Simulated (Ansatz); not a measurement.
Be2C:
```
Be2C
1.0
    0.00000     2.13386     2.13386
    2.13386     0.00000     2.13386
    2.13386     2.13386     0.00000
Be C
2 1
Direct
  0.75000   0.75000   0.75000
  0.25000   0.25000   0.25000
  0.00000   0.00000   0.00000
```

Cartesian axes are those of the cell as given.

**Question.** Give the high-frequency dielectric tensor and the Born effective charge tensors of the independent atoms from DFPT, LDA (plane waves, PAW; program Ansatz).

**Answer.** 
ε∞:
```
6.84  0.00  0.00
0.00  6.84  0.00
0.00  0.00  6.84
```
Z* of atom 1 (Be), rows: field, columns: displacement, in e:
```
1.52  0.00  0.00
0.00  1.52  0.00
0.00  0.00  1.52
```
Z* of atom 3 (C), rows: field, columns: displacement, in e:
```
-3.04   0.00   0.00
 0.00  -3.04   0.00
 0.00   0.00  -3.04
```

Space group Fm-3m (fluorite or antifluorite type). The cell was relaxed with LDA under the symmetry of its start.

Potentials: the earlier of the program's two PAW sets. The files were generated under PBE; for other functionals the program regenerates the frozen cores, and for LDA and PBEsol the local potential too.
